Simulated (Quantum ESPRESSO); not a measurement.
## Ti4HfTa2Ga (different elements on one site, starting from this cell)

A calculation, not a measurement. The program is pw.x of Quantum ESPRESSO 7.5 (plane-wave density functional theory). The cell is made up: eight metal atoms on a face-centred cubic lattice, with elements, volume, strain and displacements drawn at random and not relaxed, so it may be unstable or far from any real phase. PseudoDojo standard norm-conserving files set the functional (PBE unless stated); there is no spin polarisation or spin-orbit coupling, the Fermi-Dirac width of 0.25 eV means electrons at about 2900 K, and the masses in the input are unused placeholders. Heavy elements are run without spin-orbit coupling, which real alloys of them have. A spin test at this wide smearing found no moment, but such smearing suppresses magnetism that the real alloy may have.

The runs put different elements on site 6. Cell, positions, cutoff, mesh and smearing stay as in the input of run 1; sites are counted in its order. Stress in the tables is positive in tension.

Input of run 1:

```
&control calculation='scf', pseudo_dir='./dojo.nc.sr.pbe.v0_5.standard.upf', outdir='./o', disk_io='minimal', tprnfor=.true., tstress=.true. /
&system ibrav=0, nat=8, ntyp=4, nbnd=68, ecutwfc=84.00895049, nosym=.true., tot_charge=0,
 occupations='smearing', smearing='fd', degauss=0.0183746611
/
&electrons conv_thr=1.470e-08, electron_maxstep=70, mixing_beta=0.5 /
ATOMIC_SPECIES
Ga 1.0 Ga.upf
Hf 1.0 Hf.upf
Ta 1.0 Ta.upf
Ti 1.0 Ti.upf
CELL_PARAMETERS angstrom
0.0 -2.0764 -2.0764
-4.1529 2.0764 -2.0764
6.2293 6.2293 -4.1529
ATOMIC_POSITIONS angstrom
Ti 0.0904 0.044 0.0319
Hf -0.2606 2.0393 -2.0861
Ta -0.008 4.2254 -4.2051
Ti 3.9883 4.1005 -4.2291
Ti -2.2471 0.0994 -1.9992
Ga -2.1186 2.0655 -4.13
Ta 2.0962 2.0884 -4.1219
Ti 1.8878 4.0752 -6.2993
K_POINTS automatic
8 5 3 1 1 1
```

| run | elements on sites 1 to 8 | -TS (eV) | pressure (GPa) | stress xx (GPa) | stress yy (GPa) | stress zz (GPa) | stress yz (GPa) | stress xz (GPa) | stress xy (GPa) | iterations |
| --- | --- | --- | --- | --- | --- | --- | --- | --- | --- | --- |
| 1 | Ti Hf Ta Ti Ti Ga Ta Ti | -2.147 | 3.85 | -3.18 | -4.72 | -3.67 | -0.42 | -0.77 | -0.16 | 19 |
| 2 | Ti Hf Ta Ti Ti In Ta Ti | -2.129 | 10.29 | -9.92 | -10.94 | -10.01 | 0.11 | -1.22 | 0.18 | 20 |
| 3 | Ti Hf Ta Ti Ti Mo Ta Ti | -2.408 | 5.01 | -4.38 | -5.44 | -5.21 | -1.03 | 0.14 | -0.60 | 22 |
| 4 | Ti Hf Ta Ti Ti Zr Ta Ti | -2.272 | 11.86 | -11.72 | -12.05 | -11.82 | -0.37 | -0.35 | -0.41 | 22 |
| 5 | Ti Hf Ta Ti Ti Al Ta Ti | -2.151 | 4.41 | -4.13 | -5.05 | -4.05 | -0.13 | -0.95 | -0.03 | 18 |

Forces Fx Fy Fz (eV/Å):

```
site             run 1             run 2              run 3             run 4             run 5
   1  -0.58 0.08 -0.01  -1.28 -0.32 0.36    -0.63 0.15 0.02  -1.37 -0.31 0.42   -0.65 0.01 0.04
   2    1.61 0.17 0.34   2.25 -0.24 0.82     1.41 0.22 0.19   1.74 -0.16 0.65    1.70 0.10 0.45
   3  -0.82 -1.15 1.04  -0.25 -0.84 0.73   -0.12 -0.94 0.79   0.56 -0.44 0.38  -0.85 -1.15 1.05
   4   0.54 0.52 -0.46   0.54 0.52 -0.47    0.47 0.52 -0.47   0.41 0.51 -0.50   0.52 0.52 -0.47
   5  -0.09 -0.86 0.22  -0.09 -1.12 0.50   -0.22 -1.03 0.55  -0.14 -1.16 0.70  -0.11 -0.81 0.19
   6  -0.66 0.62 -0.63  -1.18 1.03 -1.10   -0.68 0.64 -0.77  -1.00 0.82 -1.03  -0.63 0.71 -0.76
   7  -0.63 0.00 -0.17  -0.63 0.35 -0.51  -0.81 -0.12 -0.06  -0.80 0.20 -0.36  -0.60 0.01 -0.16
   8   0.63 0.62 -0.34   0.63 0.62 -0.35    0.59 0.56 -0.24   0.60 0.53 -0.28   0.62 0.61 -0.34
```

Energies are left out, as each element's file has its own zero. A rerun of one cell of this series at a higher cutoff and on a denser mesh moved values by no more than 0.003 eV in energy, 0.02 GPa in stress and 0.004 eV/Å in force, and a second program with other atomic files agreed on that cell to 2 % rms in force and 0.5 GPa in pressure.